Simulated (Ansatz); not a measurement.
# Profile along the Lu–Lu line in Lu (hcp, Mg type)

Lu (hcp, Mg type), conventional cell a = b = 3.507 Å, c = 5.462 Å, α = β = 90.00°, γ = 120.00°. The calculation uses the primitive cell of 2 atoms, to which meshes and values per cell refer.

Fields along a shortest Lu–Lu line of a (1 -1 0 0) plane (3.51 Å), from Lu to Lu, interpolated on the slice's grid (step about 0.3 Å). Computed with PBE (plane waves to 420 eV, PAW, scalar-relativistic; Ansatz, a quantum-chemistry and plane-wave program). k mesh 15×15×9. Inside the PAW spheres the values are not all-electron values, and peaks at nuclei hang on which shells count as valence. Lu is run without spin polarisation. Lu was relaxed with its symmetry unable to fall.

```json
[
 {"distance from Lu (Å)": "0.00", "valence electron density (e/Å³)": "47.50", "electron localisation function": "x"},
 {"distance from Lu (Å)": "0.18", "valence electron density (e/Å³)": "39.17", "electron localisation function": "x"},
 {"distance from Lu (Å)": "0.35", "valence electron density (e/Å³)": "22.79", "electron localisation function": "x"},
 {"distance from Lu (Å)": "0.53", "valence electron density (e/Å³)": "10.01", "electron localisation function": "0.86"},
 {"distance from Lu (Å)": "0.70", "valence electron density (e/Å³)": "3.62", "electron localisation function": "0.78"},
 {"distance from Lu (Å)": "0.88", "valence electron density (e/Å³)": "1.20", "electron localisation function": "0.54"},
 {"distance from Lu (Å)": "1.05", "valence electron density (e/Å³)": "0.43", "electron localisation function": "0.23"},
 {"distance from Lu (Å)": "1.23", "valence electron density (e/Å³)": "0.21", "electron localisation function": "0.10"},
 {"distance from Lu (Å)": "1.40", "valence electron density (e/Å³)": "0.14", "electron localisation function": "0.12"},
 {"distance from Lu (Å)": "1.58", "valence electron density (e/Å³)": "0.12", "electron localisation function": "0.21"},
 {"distance from Lu (Å)": "1.75", "valence electron density (e/Å³)": "0.11", "electron localisation function": "0.25"},
 {"distance from Lu (Å)": "1.93", "valence electron density (e/Å³)": "0.12", "electron localisation function": "0.21"},
 {"distance from Lu (Å)": "2.11", "valence electron density (e/Å³)": "0.14", "electron localisation function": "0.12"},
 {"distance from Lu (Å)": "2.28", "valence electron density (e/Å³)": "0.21", "electron localisation function": "0.10"},
 {"distance from Lu (Å)": "2.46", "valence electron density (e/Å³)": "0.43", "electron localisation function": "0.23"},
 {"distance from Lu (Å)": "2.63", "valence electron density (e/Å³)": "1.20", "electron localisation function": "0.54"},
 {"distance from Lu (Å)": "2.81", "valence electron density (e/Å³)": "3.62", "electron localisation function": "0.78"},
 {"distance from Lu (Å)": "2.98", "valence electron density (e/Å³)": "10.01", "electron localisation function": "0.86"},
 {"distance from Lu (Å)": "3.16", "valence electron density (e/Å³)": "22.79", "electron localisation function": "x"},
 {"distance from Lu (Å)": "3.33", "valence electron density (e/Å³)": "39.17", "electron localisation function": "x"},
 {"distance from Lu (Å)": "3.51", "valence electron density (e/Å³)": "47.50", "electron localisation function": "x"}
]
```

x: too close to a nucleus for the ELF to mean much.

Density on the Lu–Lu line (3.51 Å) at its midpoint: 0.11 e/Å³. ELF at that point: 0.2.
